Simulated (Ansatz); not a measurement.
**Relaxing K8Br7**

Level of theory: DFT LDA, scalar-relativistic, plane waves, PAW (Ansatz). Settings: 420 eV cutoff, 2×2×2 k-mesh, Gaussian smearing of 0.02 eV, no spin polarisation.

What was changed: Br vacancy, charge +1, atoms relaxed.

In a supercell of 15 atoms the defect feels its periodic images.

Spin polarisation was left out.

Command:

```bash
ansatz run input.yaml --threads 4 --pin off --max-ram 10240MiB --backend cpu --events-out ev --progress --plain --runs-dir out
```

Input:

```yaml
crystal:
  lattice:
    - [0.0, 6.3712539718, -6.3712539718]
    - [6.3712539718, 6.3712539718, 0.0]
    - [6.3712539718, 0.0, -6.3712539718]
  atoms:
    - { symbol: K, position: [0.5, 0.0, 0.5] }
    - { symbol: K, position: [0.5, 0.5, 0.5] }
    - { symbol: K, position: [0.0, 0.0, 0.5] }
    - { symbol: K, position: [0.0, 0.5, 0.5] }
    - { symbol: K, position: [0.5, 0.0, 0.0] }
    - { symbol: K, position: [0.5, 0.5, 0.0] }
    - { symbol: K, position: [0.0, 0.0, 0.0] }
    - { symbol: K, position: [0.0, 0.5, 0.0] }
    - { symbol: Br, position: [0.25, 0.75, 0.25] }
    - { symbol: Br, position: [0.75, 0.75, 0.25] }
    - { symbol: Br, position: [0.75, 0.25, 0.25] }
    - { symbol: Br, position: [0.25, 0.75, 0.75] }
    - { symbol: Br, position: [0.25, 0.25, 0.75] }
    - { symbol: Br, position: [0.75, 0.75, 0.75] }
    - { symbol: Br, position: [0.75, 0.25, 0.75] }
total_charge: 1
basis:
  ecutwfc: 420
  xc_grid: 2
kpoints:
  mp_grid: { grid: [2, 2, 2], shift: [0.0, 0.0, 0.0] }
hamiltonian:
  xc: lda
scf:
  occupations: { method: gaussian, width: 0.02 }
output:
  forces: true
  stress: false
  eigenvalues: true
  write_density: true
  write_potential: true
  elf: true
  volumetric_format: npy
relax:
  adjacent_minimum: "off"
  f_tol: 0.02
  max_steps: 60
```

F is the free energy.

Steps:

```csv
step,F − F(1) (eV),largest force component (eV/Å)
1,0.0000,0.379
2,-0.1289,0.168
3,-0.1525,0.007
4,-0.1525,0.007
```

Relaxed structure:

```cif
data_structure
_symmetry_space_group_name_H-M 'P 1'
_symmetry_Int_Tables_number 1
_cell_length_a 9.0103
_cell_length_b 9.0103
_cell_length_c 9.0103
_cell_angle_alpha 60.000
_cell_angle_beta 60.000
_cell_angle_gamma 60.000
_cell_volume 517.26
loop_
_atom_site_label
_atom_site_type_symbol
_atom_site_fract_x
_atom_site_fract_y
_atom_site_fract_z
_atom_site_occupancy
K1 K 0.50994 0.99006 0.50994 1
K2 K 0.50000 0.50000 0.50000 1
K3 K 0.99006 0.99006 0.50994 1
K4 K 0.99006 0.50994 0.50994 1
K5 K 0.50994 0.99006 0.99006 1
K6 K 0.50994 0.50994 0.99006 1
K7 K 0.00000 0.00000 0.00000 1
K8 K 0.99006 0.50994 0.99006 1
Br1 Br 0.25000 0.75000 0.25000 1
Br2 Br 0.75000 0.75000 0.25000 1
Br3 Br 0.75000 0.25000 0.25000 1
Br4 Br 0.25000 0.75000 0.75000 1
Br5 Br 0.25000 0.25000 0.75000 1
Br6 Br 0.75000 0.75000 0.75000 1
Br7 Br 0.75000 0.25000 0.75000 1
```

Symmetry: Fm-3m, No. 225, cubic system. The conventional cell has a = 12.743 Å, b = 12.743 Å, c = 12.743 Å, α = 90.00°, β = 90.00°, γ = 90.00°. Around K (site symmetry 4mm) lie 5 Br at 3.06 to 3.19 Å. Around K (site symmetry -43m) lie 6 Br at 3.19 Å. Br (site symmetry mmm) has 6 K at 3.19 Å as nearest neighbours. Br (site symmetry m-3m) has 6 K at 3.06 Å as nearest neighbours.

The run converged. Time: 4.8 s on 4 threads of Intel(R) Xeon(R) 6975P-C (Granite Rapids), with other jobs on the host, peak memory 0.87 GiB.